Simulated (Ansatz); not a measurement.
Clean, relaxed (111) surface of Si₂Ni, space group Fm-3m (No. 225) (top face towards +c; atoms held fixed, by place in the list: 1, 2, 3, 4):

```
CELL_PARAMETERS angstrom
3.81230 0.00000 0.00000
-1.90615 3.30155 0.00000
0.00000 0.00000 24.78183
ATOMIC_POSITIONS crystal
Si 0.00000 0.00000 0.34299
Ni 0.66667 0.33333 0.37439
Si 0.33333 0.66667 0.40580
Si 0.66667 0.33333 0.46860
Ni 0.33333 0.66667 0.50041
Si 0.00000 0.00000 0.53189
Si 0.33333 0.66667 0.59533
Ni 0.00000 0.00000 0.62441
Si 0.66667 0.33333 0.65206
```

All numbers below come from Ansatz, DFT PBEsol, scalar-relativistic, plane waves, PAW. Cutoff 420 eV; k points 9×9×1 on the computed 9-atom cell (Γ-centred); Gaussian smearing, width 0.10 eV; no spin polarisation. The cell repeats along c with a dipole correction in the vacuum.

H (atom) is put at the bridge (Ni-Si) at (0.83, 0.67) site, one adsorbate per 12.6 Å², and relaxed. E_ads counts from the clean slab and the free adsorbate (spin-polarised where it has unpaired electrons); negative means bound. Heights count from the highest slab atom after relaxation. Bonded neighbours lie within 1.25 times the sum of covalent radii (1.35 for H) and, on that scale, within 12 % of the closest. With the adsorbate the cell is lengthened along c to keep the vacuum.

Q: How strongly does it bind, and where does its anchoring atom end?

A: -2.54 eV; at (0.67, 0.34), 1 bonded neighbour (Si).

Q: How high does its anchoring atom sit over the highest slab atom, and what is the shortest contact with the surface?

A: 1.51 Å; H–Si 1.51 Å.

Q: The clean face has a work function of 4.48 eV. How does the adsorbate change it?

A: By +0.17 eV.

Each end is the local minimum or symmetric point that its start leads to. The slab is only 7.8 Å thick, so the energies aren't converged with thickness.

Spin polarisation was left out, and a magnetic state may lie lower.